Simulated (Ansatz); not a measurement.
## Property card for I

I:
```xyz
4
Lattice="3.7532 -2.1962 0.0000 3.7532 2.1962 0.0000 0.0000 0.0000 9.6237" Properties=species:S:1:pos:R:3 pbc="T T T"
I      3.7532    -1.4336     8.4422
I      3.7532     0.7625     5.9933
I      3.7532     1.4336     1.1815
I      3.7532    -0.7625     3.6304
```

Space group Cmce (No. 64), molecular I2 type; conventional cell a = 7.5064 Å, b = 4.3923 Å, c = 9.6237 Å, α = β = γ = 90.00°.

Method: DFT-PBEsol in the program Ansatz with PAW potentials. Structure relaxed to zero pressure with the same functional. Other levels are named where they apply.

**Cell and energy**

```yaml
volume_per_atom: 39.66 Å³
density: 5.31 g/cm³
```

**Electronic structure**

```yaml
band_gap: 0.79 eV (indirect)
valence_band_maximum: at Γ
conduction_band_minimum: on the Y–F0 line, 39 % of the way from Y (k = 0.435, -0.438, 0.000) (2 equivalent valleys)
smallest_direct_gap_on_the_standard_path: 1.05 eV
```

**Mechanics**

```yaml
Bulk modulus (Birch–Murnaghan fit): 8.5 GPa
Pressure derivative B′: 10.7
Elastic constants (relaxed ions, GPa): C11 = 11.0, C22 = 28.5, C33 = 55.7, C12 = 2.5, C13 = -1.2, C23 = 27.5, C44 = 35.0, C55 = 2.5, C66 = 5.0
mechanical_stability: stable (all eigenvalues of C positive)
hill_bulk_and_shear_moduli: 12.8 and 9.1 GPa
Young's modulus: 22.0 GPa
Poisson's ratio: 0.21
debye_temperature_from_the_elastic_constants: 126 K
```

Symmetry was held in the PBEsol relaxation. A crystal of weakly bound molecules computed without a dispersion correction: the cell and the soft elastic constants depend strongly on that. Scalar-relativistic: spin–orbit coupling is off unless named, which matters more the heavier the elements.

Potentials: the later of the program's two PAW sets.
